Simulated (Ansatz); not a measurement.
Calculation for Nb: DFT, PBE, all-electron LAPW, scalar-relativistic (Ansatz 0.2.0).

The cell comes from a relaxation on PAW files under the same functional, begun from a database entry that needn't be the ground state.

Command: `ansatz run input.yaml --threads 1 --pin off --max-ram 3072MiB --backend cpu --events-out ev --progress --plain --runs-dir out` It took 14 s on 1 thread of Intel(R) Xeon(R) 6975P-C (Granite Rapids) (shared host), peak memory 0.52 GiB.

```yaml
crystal:
  lattice:
    - [-1.655437332, 1.655437332, 1.655437332]
    - [1.655437332, -1.655437332, 1.655437332]
    - [1.655437332, 1.655437332, -1.655437332]
  atoms:
    - { symbol: Nb, position: [0.0, 0.0, 0.0] }
kpoints:
  mp_grid: { grid: [22, 22, 22] }
scf:
  occupations: { method: fermi_dirac, width: 0.05 }
hamiltonian:
  xc: pbe
  pseudopotentials: { kind: all_electron, lapw: { basis_error: 0.0005 } }
output:
  forces: true
  stress: true
  eigenvalues: true
```

Output:

```
LAPW: plane waves up to 7.867 Å⁻¹, error target 5.0e-4 eV per atom; small_component_spin mean_spin; Nb in spheres of 1.434 Å, 29 of its electrons in bands, Dirac shells [] (how accurate: hamiltonian.pseudopotentials.lapw.basis_error, Limitations)
Engine: ansatz 0.2.0
Pseudopotentials: kind: all_electron
Pseudopotential: Nb, LAPW, valence charge 29, lapw/all_electron/scalar/gaussian/Nb, Koelling and Harmon's equation, gaussian nucleus
Functional definition: PBE
  parameter kappa = 0.804
  parameter beta = 0.06672455060314922
  exchange = pbe_x(kappa = kappa, mu = beta*pi^2/3)
  correlation = pbe_c(beta = beta)
Crystal: 1 atoms, lattice volume = 18.147 Å³
Basis set: ecut = 235.78499658361855 eV, 141 PW (Γ), exchange–correlation at level 2
Bands: 19, of which v1, the nominal top of the filled ones, is band 15 counted from 1 (14 counted from 0)
Symmetry: 48 space group operations
Space group: Im-3m (ITA 229), of the structure as read, at distance tolerance 2.6e-5 Å
k-points: 328 of 10648
Non-local potential: Nb, projectors of the file, none
Initial density: superposition of atomic densities (chi_scale 0.1, normalization cell)
Initial wavefunctions: plane waves of lowest kinetic energy (no species holds an atomic orbital)
Functional: x = pbe(κ = 0.804, μ = 0.2195149727645171), c = pbe(β = 0.06672455060314922)
iter 1 solved again at ethr=7.68e-4 eV; its pass at ethr=1.00e-1 eV (dr2=2.23e-1 eV) is discarded
SCF iter   1: F=—  HF=-103946.168596 eV  |F-HF|=—  |Δ(HF+E_count)|=         —  Δρ=4.21e-2  dr2=2.24e-1  ethr=7.68e-4  ⟨swp⟩=2.6  Hψ=38376  notcnv=0
preconditioner: auto → Kerker (q_TF=auto, 2.950 Å⁻¹)  [metal: Δε(μ)=0.016 eV  Ē_g=7.837 eV  σ=0.050 eV  W_gap=0.08  n_scr=12 (ndim 8)  ℏωp=19.5 eV  f_vac=0.000  D(μ)=1.34/eV (n_scr^D=12)]
SCF iter   2: F=—  HF=-103945.744238 eV  |F-HF|=—  |Δ(HF+E_count)|=   4.24e-1  Δρ=1.93e-2  dr2=5.57e-2  ethr=7.68e-4  ⟨swp⟩=2.1  Hψ=19334  notcnv=0
SCF iter   3: F=—  HF=-103945.724750 eV  |F-HF|=—  |Δ(HF+E_count)|=         —  Δρ=1.04e-2  dr2=1.94e-2  ethr=1.92e-4  ⟨swp⟩=2.0  Hψ=17377  notcnv=0
the basis was enlarged: its passes take 434.0 KiB over the memory plan, 1 of 1 planned eigensolver slots
SCF iter   4: F=—  HF=-103945.724500 eV  |F-HF|=—  |Δ(HF+E_count)|=   2.49e-4  Δρ=4.17e-3  dr2=3.78e-3  ethr=6.70e-5  ⟨swp⟩=2.0  Hψ=17497  notcnv=0
iter 5 solved again at ethr=8.62e-7 eV; its pass at ethr=1.30e-5 eV (dr2=2.50e-4 eV) is discarded
SCF iter   5: F=—  HF=-103945.724949 eV  |F-HF|=—  |Δ(HF+E_count)|=   4.49e-4  Δρ=1.12e-3  dr2=2.50e-4  ethr=8.62e-7  ⟨swp⟩=2.0  Hψ=30330  notcnv=0
SCF iter   6: F=—  HF=-103945.724949 eV  |F-HF|=—  |Δ(HF+E_count)|=   4.38e-7  Δρ=2.37e-4  dr2=5.82e-6  ethr=8.61e-7  ⟨swp⟩=2.0  Hψ=17951  notcnv=0
SCF iter   7: F=-103945.724950 eV  HF=-103945.724950 eV  |F-HF|=1.30e-8  |Δ(HF+E_count)|=   9.24e-7  Δρ=2.12e-5  dr2=3.34e-8  ethr=2.01e-8  ⟨swp⟩=2.0  Hψ=17951  notcnv=0
SCF 1 converged in 7 iterations: F = -103945.724950 eV  dr2 = 3.34e-8
the search or the solves at the SCF's close seem to have found levels that the self-consistency loop had missed (the run counts 1). By its estimate they hold under 1e-12 electrons; where the run keeps them, the occupations were computed again with them
SCF converged after 7 iterations
Free energy (F): -103945.724950 eV
Harris-Foulkes:  -103945.724950 eV  (|F-HF|=1.30e-8)
Internal energy: -103945.712174 eV  (E = F + TS)
E sigma→0 (E₀):  -103945.718562 eV
Entropy (-TS):   -0.012776 eV (-12.776 meV/atom)
Fermi energy:    19.750862 eV
--- Per-component energies (eV) ---
  E_band       = -3700.796822
  E_kinetic    = 107540.532408
  E_xc         = -3240.084026
  E_electrostatic = -208246.160556  (all electrons and nuclei)
  E_smearing   = -0.012776  (= −TS)
  E_closure    = 0.000000  (closes the sum)
  E_atoms      = -103935.548123  (free atoms, spherical and without spin; not in F)
  Σ components = -103945.724950   (vs F -103945.724950, Δ=0.00e0)
  Basis errors (estimates in eV, not in F): energy 1.1e-4 per atom: plane waves 8.9e-5 (4.6e-5 summed), levels above the bands 8.6e-82, relativity 4.4e-8, radial functions 2.6e-5, core shells 1.1e-7; eigenvalues (radial functions only) 2.5e-6; not estimated: angular momenta, meshes, grids; target (lapw.basis_error) 5.0e-4; muffin-tin radii Nb 1.434 Å
--- Forces (eV/Å), atoms counted from 1 ---
  atom   1  Nb    -0.00000000     0.00000000     0.00000000
  max |Σ_I F_I| component: 2.04e-30 eV/Å
--- Stress (GPa, compression-positive) ---
       -0.050767       0.000000       0.000000
        0.000000      -0.050767       0.000000
        0.000000       0.000000      -0.050767
  P = ⅓ Tr σ = -0.0508 GPa (-0.508 kbar)
--- Band table (eV; the first three rows and the last of 328) ---
  k-point 0: bands = ["-322.7119", "-322.7119", "-322.7119", "-172.3011", "-172.3011", "-172.2866", "-172.2866", "-172.2866", "-34.5868", "-9.9139", "-9.9139", "-9.9139", "13.8647", "20.1270", "20.1270", "20.1270", "23.0124", "23.0124", "33.8743"]
  k-point 1: bands = ["-322.7119", "-322.7119", "-322.7119", "-172.3011", "-172.3011", "-172.2866", "-172.2866", "-172.2866", "-34.5821", "-9.9429", "-9.9227", "-9.9141", "13.9499", "20.0741", "20.1155", "20.2080", "22.9281", "23.0123", "33.9453"]
  k-point 2: bands = ["-322.7119", "-322.7119", "-322.7119", "-172.3011", "-172.3011", "-172.2866", "-172.2866", "-172.2866", "-34.5682", "-10.0271", "-9.9484", "-9.9148", "14.1978", "19.9241", "20.0702", "20.4492", "22.7253", "23.0150", "34.1340"]
  k-point 327: bands = ["-322.7119", "-322.7119", "-322.7119", "-172.3011", "-172.3011", "-172.2865", "-172.2865", "-172.2865", "-34.1796", "-10.8230", "-10.8230", "-10.8230", "16.0785", "16.0785", "25.3147", "25.3147", "25.3147", "28.7653", "28.7653"]
```

Next run (no relativity), as changes to the input before:

```diff
   xc: pbe
-  pseudopotentials: { kind: all_electron, lapw: { basis_error: 0.0005 } }
+  pseudopotentials:
+    kind: all_electron
+    lapw: { basis_error: 0.0005 }
+    relativity: none
 output:
```

Results part of the output:

```
SCF 1 converged in 7 iterations: F = -102189.355545 eV  dr2 = 2.65e-8
SCF converged after 7 iterations
Free energy (F): -102189.355545 eV
Harris-Foulkes:  -102189.355545 eV  (|F-HF|=1.28e-8)
Internal energy: -102189.341994 eV  (E = F + TS)
E sigma→0 (E₀):  -102189.348770 eV
Entropy (-TS):   -0.013551 eV (-13.551 meV/atom)
Fermi energy:    19.780978 eV
--- Per-component energies (eV) ---
  E_band       = -3691.415041
  E_kinetic    = 102138.409623
  E_xc         = -3178.825804
  E_electrostatic = -201148.925813  (all electrons and nuclei)
  E_smearing   = -0.013551  (= −TS)
  E_closure    = 0.000000  (closes the sum)
  E_atoms      = -102179.634866  (free atoms, spherical and without spin; not in F)
  Σ components = -102189.355545   (vs F -102189.355545, Δ=0.00e0)
  Basis errors (estimates in eV, not in F): energy 1.2e-4 per atom: plane waves 9.0e-5 (4.7e-5 summed), levels above the bands 2.4e-84, relativity 0.0e0, radial functions 2.6e-5, core shells 2.0e-7; eigenvalues (radial functions only) 2.6e-6; not estimated: angular momenta, meshes, grids; target (lapw.basis_error) 5.0e-4; muffin-tin radii Nb 1.434 Å
--- Forces (eV/Å), atoms counted from 1 ---
  atom   1  Nb    -0.00000000     0.00000000     0.00000000
  max |Σ_I F_I| component: 1.05e-30 eV/Å
--- Stress (GPa, compression-positive) ---
        0.240367      -0.000000      -0.000000
       -0.000000       0.240367       0.000000
       -0.000000       0.000000       0.240367
  P = ⅓ Tr σ = 0.2404 GPa (2.404 kbar)
--- Band table (eV; the first three rows and the last of 328) ---
  k-point 0: bands = ["-317.8520", "-317.8520", "-317.8520", "-175.3896", "-175.3896", "-175.3742", "-175.3742", "-175.3742", "-31.4892", "-9.1587", "-9.1587", "-9.1587", "14.5903", "20.0154", "20.0154", "20.0154", "22.8473", "22.8473", "33.9516"]
  k-point 1: bands = ["-317.8520", "-317.8520", "-317.8520", "-175.3896", "-175.3896", "-175.3742", "-175.3742", "-175.3742", "-31.4832", "-9.1893", "-9.1680", "-9.1590", "14.6730", "19.9640", "20.0056", "20.0961", "22.7665", "22.8477", "34.0204"]
  k-point 2: bands = ["-317.8520", "-317.8520", "-317.8520", "-175.3896", "-175.3896", "-175.3742", "-175.3742", "-175.3742", "-31.4659", "-9.2778", "-9.1951", "-9.1598", "14.9130", "19.8179", "19.9666", "20.3359", "22.5712", "22.8514", "34.2027"]
  k-point 327: bands = ["-317.8520", "-317.8520", "-317.8520", "-175.3896", "-175.3896", "-175.3742", "-175.3742", "-175.3742", "-30.9800", "-10.1164", "-10.1164", "-10.1164", "16.0444", "16.0444", "25.0950", "25.0950", "25.0950", "29.0923", "29.0923"]
```

Next run (spin-orbit coupling on), as changes to the input before:

```diff
   xc: pbe
-  pseudopotentials:
-    kind: all_electron
-    lapw: { basis_error: 0.0005 }
-    relativity: none
+  pseudopotentials: { kind: all_electron, lapw: { basis_error: 0.0005 } }
 output:
   eigenvalues: true
+magnetization:
+  noncollinear: true
+  spin_orbit: true
```

Results part of the output:

```
SCF 1 converged in 8 iterations: F = -103959.358073 eV  dr2 = 7.55e-10
SCF converged after 8 iterations
Magnetization: |M| = 0.0000 μB,  M = (+0.0000, +0.0000, +0.0000) μB
Absolute magnetization: 0.0000 μB (∫|m|)
  site 0: m = (+0.0000, +0.0000, +0.0000) μB, |m| = 0.0000 μB  (R = 1.43 Å)
Free energy (F): -103959.358073 eV
Harris-Foulkes:  -103959.358073 eV  (|F-HF|=1.91e-9)
Internal energy: -103959.345259 eV  (E = F + TS)
E sigma→0 (E₀):  -103959.351666 eV
Entropy (-TS):   -0.012815 eV (-12.815 meV/atom)
Fermi energy:    19.749094 eV
--- Per-component energies (eV) ---
  E_band       = -3701.926763
  E_kinetic    = 107609.293597
  E_xc         = -3240.877198
  E_electrostatic = -208327.761658  (all electrons and nuclei)
  E_smearing   = -0.012815  (= −TS)
  E_closure    = 0.000000  (closes the sum)
  E_atoms      = -103949.169186  (free atoms, spherical and without spin; not in F)
  Σ components = -103959.358073   (vs F -103959.358073, Δ=0.00e0)
  Basis errors (estimates in eV, not in F): energy 9.8e-5 per atom: plane waves 7.7e-5 (4.0e-5 summed), levels above the bands 1.5e-83, relativity 7.1e-8, radial functions 2.1e-5, core shells 1.1e-7; eigenvalues (radial functions only) 2.5e-6; not estimated: angular momenta, meshes, grids; target (lapw.basis_error) 5.0e-4; muffin-tin radii Nb 1.434 Å
--- Forces (eV/Å), atoms counted from 1 ---
  atom   1  Nb     0.00000000     0.00000000    -0.00000000
  max |Σ_I F_I| component: 3.02e-29 eV/Å
--- Stress (GPa, compression-positive) ---
       -0.022266      -0.000000       0.000000
       -0.000000      -0.022266      -0.000000
        0.000000      -0.000000      -0.022266
  P = ⅓ Tr σ = -0.0223 GPa (-0.223 kbar)
--- Band table (eV; the first three rows and the last of 328) ---
  k-point 0: bands = ["-333.2942", "-333.2942", "-317.7804", "-317.7804", "-317.7804", "-317.7804", "-173.9776", "-173.9776", "-173.9776", "-173.9776", "-171.0923", "-171.0923", "-171.0923", "-171.0923", "-171.0835", "-171.0835", "-34.5725", "-34.5725", "-11.4067", "-11.4067", "-9.2153", "-9.2153", "-9.2153", "-9.2153", "13.8659", "13.8659", "20.0911", "20.0911", "20.0911", "20.0911", "20.2012", "20.2012", "23.0192", "23.0192", "23.0192", "23.0192", "33.8732", "33.8732"]
  k-point 1: bands = ["-333.2942", "-333.2942", "-317.7804", "-317.7804", "-317.7804", "-317.7804", "-173.9776", "-173.9776", "-173.9776", "-173.9776", "-171.0923", "-171.0923", "-171.0923", "-171.0923", "-171.0835", "-171.0835", "-34.5677", "-34.5677", "-11.4179", "-11.4179", "-9.2379", "-9.2379", "-9.2197", "-9.2197", "13.9510", "13.9510", "20.0535", "20.0535", "20.1099", "20.1099", "20.2364", "20.2364", "22.9348", "22.9348", "23.0192", "23.0192", "33.9444", "33.9444"]
  k-point 2: bands = ["-333.2942", "-333.2942", "-317.7804", "-317.7804", "-317.7804", "-317.7804", "-173.9776", "-173.9776", "-173.9776", "-173.9776", "-171.0923", "-171.0923", "-171.0923", "-171.0923", "-171.0835", "-171.0835", "-34.5538", "-34.5538", "-11.4512", "-11.4512", "-9.3027", "-9.3027", "-9.2323", "-9.2323", "14.1989", "14.1989", "19.9174", "19.9174", "20.0702", "20.0702", "20.4579", "20.4579", "22.7318", "22.7318", "23.0221", "23.0221", "34.1332", "34.1332"]
  k-point 327: bands = ["-333.2942", "-333.2942", "-317.7804", "-317.7804", "-317.7804", "-317.7804", "-173.9776", "-173.9776", "-173.9776", "-173.9776", "-171.0923", "-171.0923", "-171.0923", "-171.0923", "-171.0835", "-171.0835", "-34.1648", "-34.1648", "-12.2201", "-12.2201", "-10.1732", "-10.1732", "-10.1732", "-10.1732", "16.0791", "16.0791", "16.0791", "16.0791", "25.2650", "25.2650", "25.2650", "25.2650", "25.4292", "25.4292", "28.3431", "28.3431", "28.9667", "28.9667"]
```
